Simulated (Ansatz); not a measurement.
Level of theory: Ansatz 0.2.0, DFT PBE, scalar-relativistic, plane waves, PAW. Settings: cutoff 420 eV, Γ-centred meshes spaced at most about 0.3 Å⁻¹, and about 0.25 Å⁻¹ or finer for metals (2π included), Gaussian smearing. No spin polarisation in the final relaxations.

All energies are static (0 K, no zero-point motion).

Two forms of CaGe4N were relaxed alike.

A.

Space group Cmmm (No. 65). a = 7.142 Å, b = 8.384 Å, c = 4.869 Å, α = 90.00°, β = 90.00°, γ = 90.00°
```csv
atom,site,symmetry,x,y,z
Ca,2a,mmm,0.0000,0.0000,0.0000
Ge,4h,2mm,0.2487,0.0000,0.5000
Ge,4i,m2m,0.5000,0.8566,0.0000
N,2c,mmm,0.5000,0.0000,0.5000
```

B.

Space group P4/mmm (No. 123). a = 3.058 Å, b = 3.058 Å, c = 12.218 Å, α = 90.00°, β = 90.00°, γ = 90.00°
```
atom  site  symmetry       x       y       z
  Ca    1a     4/mmm  0.0000  0.0000  0.0000
  Ge    2h       4mm  0.5000  0.5000  0.3980
  Ge    2h       4mm  0.5000  0.5000  0.8192
   N    1b     4/mmm  0.0000  0.0000  0.5000
```

Question: Which would you expect to be lower, and how large is the difference?

Answer: A is lower, by 95 meV/atom. A has space group Cmmm (No. 65), 24.3 Å³/atom and no gap on its mesh; B has space group P4/mmm (No. 123), 19.0 Å³/atom and no gap. Counting Ge or N atoms around Ca (for each partner element, those within 1.25 times its shortest distance or 1.15 times the sum of covalent radii, where it is the nearest in units of that sum or under 1.3), A has Ca 6 and B has Ca 8. A and B both hold Ge–Ge pairs. The lower one is the more open, so pressure narrows the difference. Even the lower one lies +0.44 eV/atom against the reference forms of the elements (uncorrected), so neither is stable at this level. In A, Ca is surrounded by 6 Ge at 2.99–3.01 Å; around Ge on a site of symmetry 2mm lie 1 N at 1.80 Å and 2 Ca at 3.01 Å; around N lie 2 Ge at 1.80 Å and 4 Ge at 2.72 Å; 1 more site not described. In B, Ca is surrounded by 4 Ca at 3.06 Å and 8 Ge at 3.09 Å; around Ge on its first site lie 1 Ge at 2.49 Å, 4 N at 2.50 Å, 1 Ge at 2.65 Å and 4 Ge at 3.06 Å; N is surrounded by 8 Ge at 2.50 Å and 4 N at 3.06 Å; 1 more site not described. Both come from invented guesses. A third cell relaxed alike, in P-6m2, lies 71 meV/atom below the lower of the two.

A magnetic state wasn't ruled out in cells without spin, among them Cmmm. Cells relaxed within their symmetry can be saddle points.
